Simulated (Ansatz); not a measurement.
**SrHI in Ansatz, relaxation**

The command:

```bash
ansatz run input.yaml --threads 2 --pin off --max-ram 2560MiB --backend cpu --events-out ev --progress --plain --runs-dir out
```

Input:

```yaml
crystal:
  lattice:
    - [4.341099, 0.0, 0.0]
    - [0.0, 4.341099, 0.0]
    - [0.0, 0.0, 8.392196]
  atoms:
    - { symbol: Sr, position: [0.0, 0.5, 0.2] }
    - { symbol: Sr, position: [0.5, 0.0, 0.8] }
    - { symbol: H, position: [0.0, 0.0, 0.0] }
    - { symbol: H, position: [0.5, 0.5, 0.0] }
    - { symbol: I, position: [0.0, 0.5, 0.7] }
    - { symbol: I, position: [0.5, 0.0, 0.3] }
  symmetry: { tolerance: 0.0003 }
kpoints:
  mp_grid: { grid: [6, 6, 4], shift: [0, 0, 0] }
magnetization:
  spin_polarized: false
scf:
  occupations: { method: fermi_dirac, width: 0.0647 }
  lower_state_search: "off"
hamiltonian:
  pseudopotentials: { kind: paw }
  xc: r2scan
basis:
  ecutwfc: 500
  fft_grid_basis: typed
relax:
  max_steps: 40
output:
  forces: true
  stress: true
  eigenvalues: true
  bader: true
  populations: true
  elf: true
  write_potential: true
  volumetric_format: npy
  dos:
    e_range: [-12, 8]
    de: 0.05
    projected: { site_lists: { H: [H], I: [I], Sr: [Sr] } }
checkpoint:
  read: saved_state
```

Origin of the cell: a database entry, scaled a little.

The saved state is a converged single point of the same cell.

Steps:

| step | ΔF (meV/atom) | max force component (eV/Å) | SCF iterations | step was |
| --- | --- | --- | --- | --- |
| 1 | 0.0 | 1.870 | 5 | accepted |
| 2 | -141.7 | 1.073 | 5 | accepted |
| 3 | -192.5 | 0.038 | 5 | accepted |
| 4 | -192.5 | 0.035 | 4 | accepted |
| 5 | -192.6 | 0.006 | 5 | accepted |

Step 1, with forces in eV/Å:

```xyz
6
Lattice="4.341 0.000 0.000 0.000 4.341 0.000 0.000 0.000 8.392" Properties=species:S:1:pos:R:3:forces:R:3 pbc="T T T" step=1
Sr    0.000    2.171    1.678    0.000    0.000   -1.870
Sr    2.171    0.000    6.714    0.000    0.000    1.870
H     0.000    0.000    0.000    0.000    0.000    0.000
H     2.171    2.171    0.000    0.000    0.000    0.000
I     0.000    2.171    5.875    0.000    0.000   -1.271
I     2.171    0.000    2.518    0.000    0.000    1.271
```

Step 2, with forces in eV/Å:

```xyz
6
Lattice="4.341 0.000 0.000 0.000 4.341 0.000 0.000 0.000 8.392" Properties=species:S:1:pos:R:3:forces:R:3 pbc="T T T" step=2
Sr    0.000    2.171    1.482    0.000    0.000   -1.073
Sr    2.171    0.000    6.911    0.000    0.000    1.073
H     0.000    0.000    0.000    0.000    0.000    0.000
H     2.171    2.171    0.000    0.000    0.000    0.000
I     0.000    2.171    5.749    0.000    0.000   -0.728
I     2.171    0.000    2.644    0.000    0.000    0.728
```

Step 3, with forces in eV/Å:

```xyz
6
Lattice="4.341 0.000 0.000 0.000 4.341 0.000 0.000 0.000 8.392" Properties=species:S:1:pos:R:3:forces:R:3 pbc="T T T" step=3
Sr    0.000    2.171    1.286    0.000    0.000    0.020
Sr    2.171    0.000    7.106    0.000    0.000   -0.020
H     0.000    0.000    0.000    0.000    0.000    0.000
H     2.171    2.171    0.000    0.000    0.000    0.000
I     0.000    2.171    5.619    0.000    0.000    0.038
I     2.171    0.000    2.774    0.000    0.000   -0.038
```

Step 4, with forces in eV/Å:

```xyz
6
Lattice="4.341 0.000 0.000 0.000 4.341 0.000 0.000 0.000 8.392" Properties=species:S:1:pos:R:3:forces:R:3 pbc="T T T" step=4
Sr    0.000    2.171    1.286    0.000    0.000    0.022
Sr    2.171    0.000    7.106    0.000    0.000   -0.022
H     0.000    0.000    0.000    0.000    0.000    0.000
H     2.171    2.171    0.000    0.000    0.000    0.000
I     0.000    2.171    5.619    0.000    0.000    0.035
I     2.171    0.000    2.774    0.000    0.000   -0.035
```

Step 5, with forces in eV/Å:

```xyz
6
Lattice="4.341 0.000 0.000 0.000 4.341 0.000 0.000 0.000 8.392" Properties=species:S:1:pos:R:3:forces:R:3 pbc="T T T" step=5
Sr    0.000    2.171    1.289    0.000    0.000   -0.005
Sr    2.171    0.000    7.103    0.000    0.000    0.005
H     0.000    0.000    0.000    0.000    0.000    0.000
H     2.171    2.171    0.000    0.000    0.000    0.000
I     0.000    2.171    5.626    0.000    0.000    0.006
I     2.171    0.000    2.766    0.000    0.000   -0.006
```

| Property | Result |
| --- | --- |
| Free energy lowered by | 192.6 meV/atom |
| Final pressure | 0.14 GPa |
| Relaxation steps listed | 5 |
| Formation energy (elements under the same functional, gases as molecules, uncorrected) | -1.369 eV/atom |

Caveats: no spin-orbit coupling, though heavy elements are present; the SCF threshold is looser than advised for a stress; the relaxation held the start's symmetry, so the end may be a saddle point.

The run took 75 s on 2 threads of Arm Neoverse V1, on a shared host, peak memory 0.84 GiB, from a saved density.
